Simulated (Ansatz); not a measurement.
The cell below belongs to a search over invented structures; it isn't taken from experiment.

Input and command of a plane-wave DFT calculation in Ansatz:

```yaml
crystal:
  lattice:
    - [0.0, 5.222, 5.222]
    - [5.222, 0.0, 5.222]
    - [5.222, 5.222, 0.0]
  atoms:
    - { symbol: Mn, position: [0.5, 0.5, 0.5], spin: 4.0 }
    - { symbol: Ag, position: [0.0, 0.0, 0.0] }
    - { symbol: C, position: [0.80639602, 0.19360398, 0.19360398] }
    - { symbol: C, position: [0.19360398, 0.80639602, 0.19360398] }
    - { symbol: C, position: [0.19360398, 0.19360398, 0.80639602] }
    - { symbol: C, position: [0.19360398, 0.80639602, 0.80639602] }
    - { symbol: C, position: [0.80639602, 0.19360398, 0.80639602] }
    - { symbol: C, position: [0.80639602, 0.80639602, 0.19360398] }
    - { symbol: "N", position: [0.69436997, 0.30563003, 0.30563003] }
    - { symbol: "N", position: [0.30563003, 0.69436997, 0.30563003] }
    - { symbol: "N", position: [0.30563003, 0.30563003, 0.69436997] }
    - { symbol: "N", position: [0.30563003, 0.69436997, 0.69436997] }
    - { symbol: "N", position: [0.69436997, 0.30563003, 0.69436997] }
    - { symbol: "N", position: [0.69436997, 0.69436997, 0.30563003] }
basis:
  ecutwfc: 420
kpoints:
  mp_grid: { grid: [4, 4, 4] }
hamiltonian:
  xc: pbe
scf:
  occupations: { method: gaussian, width: 0.1 }
  lower_state_search: "off"
output:
  forces: true
  stress: true
  eigenvalues: true
  populations: true
magnetization:
  spin_polarized: true
relax:
  adjacent_minimum: "off"
  f_tol: 0.04
  max_steps: 70
  cell: { stress_tol: 0.4 }
```

```bash
ansatz run input.yaml --threads 1 --pin off --max-ram 2560MiB --backend cpu --events-out ev --progress --plain --runs-dir out
```

Processor: Intel(R) Xeon(R) Platinum 8259CL CPU @ 2.50GHz (Skylake/Cascade Lake), 1 thread, on a host shared with other jobs.

Q: How long does it run, and how much memory does it take?

A: About 4.4 min, peak memory 0.8 GiB. It solves 60 bands at 8 k points (after reduction by symmetry) with about 5961 plane waves (on the last cell), in 165 SCF iterations over 10 ionic steps.
